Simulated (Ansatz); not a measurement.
Data:

Y$_{3}$Ge:
```
CELL_PARAMETERS angstrom
      0.00000     3.73950     3.73950
      3.73950     0.00000     3.73950
      3.73950     3.73950     0.00000
ATOMIC_POSITIONS crystal
  Ge 0.00000 0.00000 0.00000
  Y  0.50000 0.50000 0.50000
  Y  0.25000 0.25000 0.25000
  Y  0.75000 0.75000 0.75000
```

This is the PBE-relaxed structure.

Q: All from DFT-PBE in the program Ansatz with PAW potentials, unless another level is named. Give the electronic character.

A: metallic (no gap).

Q: Give the density of states at the Fermi level.

A: 2.1 states/eV per atom (mean over ±0.08 eV).

Q: Predict the formation energy from the elements (no fitted shifts).

A: -0.092 eV/atom.

Space group Fm-3m. A made-up cell: these elements were put on the sites of a structure type; neither database checked (COD, Materials Project) lists it. Whether it is the stable phase at ambient conditions was not checked. The cell was relaxed with PBE under the symmetry of its start; its stability against distortions is not shown here. The run is not spin-polarised. The references are the lowest solids computed at this level, not always the standard phases. Spin–orbit coupling is left out wherever it is not named.

Potentials: the later of the program's two PAW sets.
